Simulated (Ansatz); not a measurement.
NMR crystallography of BN with a B vacancy: given against relaxed positions

Start: a supercell of BN (zinc blende type, F-43m) built from a COD entry, with all atoms left at the host's positions.

```yaml
crystal:
  lattice:
    - [0.00000, 5.42250, 5.42250]
    - [5.42250, 0.00000, 5.42250]
    - [5.42250, 5.42250, 0.00000]
  atoms:
    - { symbol: B, position: [0.00000, 0.00000, 0.33333] }
    - { symbol: B, position: [0.00000, 0.00000, 0.66667] }
    - { symbol: B, position: [0.00000, 0.33333, 0.00000] }
    - { symbol: B, position: [0.00000, 0.33333, 0.33333] }
    - { symbol: B, position: [0.00000, 0.33333, 0.66667] }
    - { symbol: B, position: [0.00000, 0.66667, 0.00000] }
    - { symbol: B, position: [0.00000, 0.66667, 0.33333] }
    - { symbol: B, position: [0.00000, 0.66667, 0.66667] }
    - { symbol: B, position: [0.33333, 0.00000, 0.00000] }
    - { symbol: B, position: [0.33333, 0.00000, 0.33333] }
    - { symbol: B, position: [0.33333, 0.00000, 0.66667] }
    - { symbol: B, position: [0.33333, 0.33333, 0.00000] }
    - { symbol: B, position: [0.33333, 0.33333, 0.33333] }
    - { symbol: B, position: [0.33333, 0.33333, 0.66667] }
    - { symbol: B, position: [0.33333, 0.66667, 0.00000] }
    - { symbol: B, position: [0.33333, 0.66667, 0.33333] }
    - { symbol: B, position: [0.33333, 0.66667, 0.66667] }
    - { symbol: B, position: [0.66667, 0.00000, 0.00000] }
    - { symbol: B, position: [0.66667, 0.00000, 0.33333] }
    - { symbol: B, position: [0.66667, 0.00000, 0.66667] }
    - { symbol: B, position: [0.66667, 0.33333, 0.00000] }
    - { symbol: B, position: [0.66667, 0.33333, 0.33333] }
    - { symbol: B, position: [0.66667, 0.33333, 0.66667] }
    - { symbol: B, position: [0.66667, 0.66667, 0.00000] }
    - { symbol: B, position: [0.66667, 0.66667, 0.33333] }
    - { symbol: B, position: [0.66667, 0.66667, 0.66667] }
    - { symbol: N, position: [0.08333, 0.08333, 0.08333] }
    - { symbol: N, position: [0.08333, 0.08333, 0.41667] }
    - { symbol: N, position: [0.08333, 0.08333, 0.75000] }
    - { symbol: N, position: [0.08333, 0.41667, 0.08333] }
    - { symbol: N, position: [0.08333, 0.41667, 0.41667] }
    - { symbol: N, position: [0.08333, 0.41667, 0.75000] }
    - { symbol: N, position: [0.08333, 0.75000, 0.08333] }
    - { symbol: N, position: [0.08333, 0.75000, 0.41667] }
    - { symbol: N, position: [0.08333, 0.75000, 0.75000] }
    - { symbol: N, position: [0.41667, 0.08333, 0.08333] }
    - { symbol: N, position: [0.41667, 0.08333, 0.41667] }
    - { symbol: N, position: [0.41667, 0.08333, 0.75000] }
    - { symbol: N, position: [0.41667, 0.41667, 0.08333] }
    - { symbol: N, position: [0.41667, 0.41667, 0.41667] }
    - { symbol: N, position: [0.41667, 0.41667, 0.75000] }
    - { symbol: N, position: [0.41667, 0.75000, 0.08333] }
    - { symbol: N, position: [0.41667, 0.75000, 0.41667] }
    - { symbol: N, position: [0.41667, 0.75000, 0.75000] }
    - { symbol: N, position: [0.75000, 0.08333, 0.08333] }
    - { symbol: N, position: [0.75000, 0.08333, 0.41667] }
    - { symbol: N, position: [0.75000, 0.08333, 0.75000] }
    - { symbol: N, position: [0.75000, 0.41667, 0.08333] }
    - { symbol: N, position: [0.75000, 0.41667, 0.41667] }
    - { symbol: N, position: [0.75000, 0.41667, 0.75000] }
    - { symbol: N, position: [0.75000, 0.75000, 0.08333] }
    - { symbol: N, position: [0.75000, 0.75000, 0.41667] }
    - { symbol: N, position: [0.75000, 0.75000, 0.75000] }
```

Atoms are numbered from 1 in the order listed; like atoms form one site, named after its first atom.

Level of theory: DFT, PBE, plane waves and PAW, scalar-relativistic, collinear spin, 420 eV cutoff, Γ-centred 3×3×3 k-points, Fermi–Dirac smearing 0.01 eV, cell charge -1 (Ansatz 0.2.0). Start moments as typed (μB): 0 0 0 0 0 0 0 0 0 0 0 0 0 0 0 0 0 0 0 0 0 0 0 0 0 0 0.5 0 0.5 0 0 0 0.5 0 0 0 0 0 0 0 0 0 0 0 0.5 0 0 0 0 0 0 0 0 by atom.

The largest force at the start is 3.1 eV/Å. Relaxing the ions at fixed cell moves them by 0.124 Å at most (atom 27, N) and 0.037 Å rms.

| site | atom | moved (Å) | first shell before | first shell after | V_zz before (10²¹ V/m²) | η before |
| --- | --- | --- | --- | --- | --- | --- |
| B1 | 1 | 0.028 | 4 N at 1.57 Å | 4 N at 1.50–1.58 Å | -0.33 | 0.06 |
| B4 | 4 | 0.005 | 4 N at 1.57 Å | 4 N at 1.56–1.57 Å | 0.032 | 0.00 |
| B8 | 8 | 0.003 | 4 N at 1.57 Å | 4 N at 1.57 Å | 0.062 | 0.00 |
| B14 | 14 | 0.006 | 4 N at 1.57 Å | 4 N at 1.56–1.57 Å | -0.076 | 0.89 |
| N27 | 27 | 0.124 | 3 B at 1.57 Å | 3 B at 1.50 Å | 0.21 | 0.00 |
| N28 | 28 | 0.001 | 4 B at 1.57 Å | 4 B at 1.56–1.58 Å | -0.13 | 0.81 |
| N32 | 32 | 0.003 | 4 B at 1.57 Å | 4 B at 1.56–1.57 Å | -0.30 | 1.00 |
| N40 | 40 | 0.000 | 4 B at 1.57 Å | 4 B at 1.57 Å | 0.098 | 0.00 |

Task: How do the gradients change?

Result: 

```json
{"site": "B1", "atom": "1", "V_zz after": "-0.55", "η after": "0.07", "change of V_zz": "-0.22"}
{"site": "B4", "atom": "4", "V_zz after": "0.093", "η after": "0.00", "change of V_zz": "+0.06"}
{"site": "B8", "atom": "8", "V_zz after": "0.049", "η after": "0.00", "change of V_zz": "-0.01"}
{"site": "B14", "atom": "14", "V_zz after": "-0.085", "η after": "0.99", "change of V_zz": "-0.01"}
{"site": "N27", "atom": "27", "V_zz after": "-0.58", "η after": "0.00", "change of V_zz": "-0.79"}
{"site": "N28", "atom": "28", "V_zz after": "-0.14", "η after": "0.95", "change of V_zz": "-0.01"}
{"site": "N32", "atom": "32", "V_zz after": "-0.15", "η after": "0.92", "change of V_zz": "–"}
{"site": "N40", "atom": "40", "V_zz after": "-0.022", "η after": "0.00", "change of V_zz": "-0.12"}
```

The largest change of V_zz along a kept axis is on N27, from 0.21 to -0.58. V_zz changes sign on N27 (same axis), N40 (same axis). On N32 the largest principal value lies along another axis in the second run, so the two V_zz can't be compared directly. Sites without a gradient aren't listed.

The defect repeats with the cell of 53 atoms, so it feels its images: sites between two images don't show the values beside a lone defect, and zeros or small values of η there can come from the images' arrangement. A uniform background compensates the cell's charge. The defect cell has no gap above 0.1 eV on its mesh, so the values can hang on the smearing and the k-mesh.
Before: The neighbours have not yet relaxed around the defect (largest force 3.1 eV/Å), so the values at and beside it are those of a strained start, not of the defect in a real crystal.
After: The relaxation keeps the symmetry of the vacancy's site, so distortions that break it, Jahn–Teller ones too, aren't explored.
